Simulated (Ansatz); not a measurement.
## Trial structures of Sb2P3H: starts and ends

Theory: DFT PBE, scalar-relativistic, plane waves, PAW (Ansatz). All cells share a 420 eV cutoff and Γ-centred k meshes spaced at most about 0.3 Å⁻¹ (about 0.25 or finer for metals, 2π included). No spin polarisation in the final relaxations.

Each guess was relaxed in cell and atoms at zero pressure, within the symmetry of its start. These are static total energies at zero pressure. Coordination counts all near atoms (for each partner element, those within 1.25 times its shortest distance or 1.15 times the sum of covalent radii, where it is the nearest in units of that sum or under 1.3; a plus sign parts groups by distance over the sum of covalent radii; the shortest distance is added where it exceeds 1.18 times the sum of covalent radii; a slash parts the counts of unlike sites).

```
guess      made from  start group  V start (Å³/atom)  end group  V end (Å³/atom)      coordination at the end  gap on mesh (eV)  E over the lowest end (meV/atom)
    1   TbB2Ru3 type       P6/mmm               20.5     P6/mmm             24.9    Sb 6, P 4, H 6 from 3.9 Å                 0                               717
    2  ErCo3Ge2 type         P6mm               19.8       P6mm             27.3    Sb 3, P 2, H 6 from 3.3 Å                 0                               645
    3    random cell        P-4m2               22.3      P-4m2             24.8             Sb 5, P 2/4, H 2                 0                                 0
    4    random cell       P6/mmm               24.6     P6/mmm             20.4  Sb 3+6, P 8, H 6 from 2.6 Å                 0                               472
    5    random cell       P4/mmm               26.3     P4/mmm             26.4             Sb 6, P 4/6, H 2                 0                               192
    6    random cell       I4/mmm               22.6          ?                ?                            ?                 ?                                 ?
    7   Li3YSb2 type        P-3m1               23.2      P-3m1             17.4  Sb 3+9, P 6, H 6 from 2.5 Å                 0                                81
```

Guess 6 as it starts:

```
Sb H P
1.0
    -3.08029    3.08029    3.56875
     3.08029   -3.08029    3.56875
     3.08029    3.08029   -3.56875
Sb H P
2 1 3
Cartesian
  0.0000 3.0803 0.0000
  3.0803 0.0000 0.0000
  0.0000 0.0000 3.5687
  0.0000 3.0803 1.7844
  3.0803 0.0000 1.7844
  0.0000 0.0000 0.0000
```

Q: Predict the end of this guess and its energy over the lowest end.

A: It ends in space group I4/mmm (No. 139), with a = 5.106 Å, c = 10.501 Å, 22.8 Å³/atom and no gap. It lies 0.70 eV/atom over the lowest end, above guess 2 and below guess 1. Counting all near atoms, this end has Sb 4+4, P 2/4, H 4 from 2.6 Å and the lowest (guess 3) has Sb 5, P 2/4, H 2. The lowest (guess 3) holds P–P nets (shortest 2.17 Å); in this end the shortest P–P distance is 3.61 Å.

```
CELL_PARAMETERS angstrom
-2.55316 2.55316 5.25047
2.55316 -2.55316 5.25047
2.55316 2.55316 -5.25047
ATOMIC_POSITIONS crystal
Sb 0.50000 0.00000 0.50000
Sb 0.00000 0.50000 0.50000
H 0.50000 0.50000 0.00000
P 0.75000 0.25000 0.50000
P 0.25000 0.75000 0.50000
P 0.00000 0.00000 0.00000
```

Energies over the elements count from the elements' standard structures at the same level (H₂ as a molecule), with no fitted energy shifts. The references include black phosphorus.

Q: Is the lowest end bound against the elements?

A: No: its formation energy is +0.29 eV/atom. A positive value: parting into the elements would lower its energy.

No dispersion correction is applied, so the spacing and binding between layers, chains or molecules are poorly described (P-4m2, P6mm), and this can change margins and order among such cells. Spin–orbit coupling, which can matter for Sb, is left out. The reference form of P is held partly by dispersion forces, which this level lacks. With hydrogen, zero-point motion can shift formation energies by some tens of meV/atom. Cells relaxed within their symmetry can be saddle points. A lower structure may well exist outside this small set. Some structure types and database cells were kept out of the candidates from the start, so a known form may be missing.
